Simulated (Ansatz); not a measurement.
**Ru (dhcp): energy against volume**

The calculation used DFT, LDA (PW92), plane waves (420 eV) with PAW, scalar-relativistic (Ansatz 0.2.0). (PAW data from PBE, frozen cores regenerated.)

The cell is scaled uniformly from the relaxed one, with fractional coordinates and shape fixed. Energies are extrapolated to zero smearing, pressures are those at the given smearing. Magnetic state: spin not included.

A Birch-Murnaghan fit gives V₀ = 13.13 Å³/atom, B₀ = 362 GPa, B₀′ = 4.8.

**Question.** What are the energy above the minimum and the pressure at 11.567 Å³/atom?

**Answer.** 267.3 meV/atom and 62.15 GPa as computed.

**Question.** What are the energy above the minimum and the pressure at 14.196 Å³/atom?

**Answer.** 84.5 meV/atom and -23.19 GPa as computed.

**Question.** What are the energy above the minimum and the pressure at 14.722 Å³/atom?

**Answer.** 175.4 meV/atom and -31.19 GPa as computed.
